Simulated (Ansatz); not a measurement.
Al:
```
Al
1.0
    0.00000     1.99536     1.99536
    1.99536     0.00000     1.99536
    1.99536     1.99536     0.00000
Al
1
Cartesian
  0.00000   0.00000   0.00000
```

Relaxed with r²SCAN. Special points in fractions of this cell's reciprocal vectors: Γ (0.000, 0.000, 0.000); X (0.500, 0.000, 0.500); U (0.625, 0.250, 0.625); K (0.375, 0.375, 0.750); L (0.500, 0.500, 0.500); W (0.500, 0.250, 0.750).

Problem. List the band energies nearest the Fermi level at these points for DFT-r²SCAN in the program Ansatz with PAW potentials.

Solution. In eV from the Fermi level; about four levels below and three above (degenerate sets whole), none deeper than 8.9 eV; … stands for higher levels left out; points with the same levels are listed once.

```tsv
k	below	above
Γ	–	…
X	-3.26 -1.67	5.46 …
U	-2.13 -1.61 -0.20	…
L	-5.16 -4.59	…
W	-1.00 -1.00 -0.04	…
```

Space group Fm-3m (fcc (Cu type)). The cell was relaxed with r²SCAN under the symmetry of its start.

Potentials: the earlier of the program's two PAW sets.
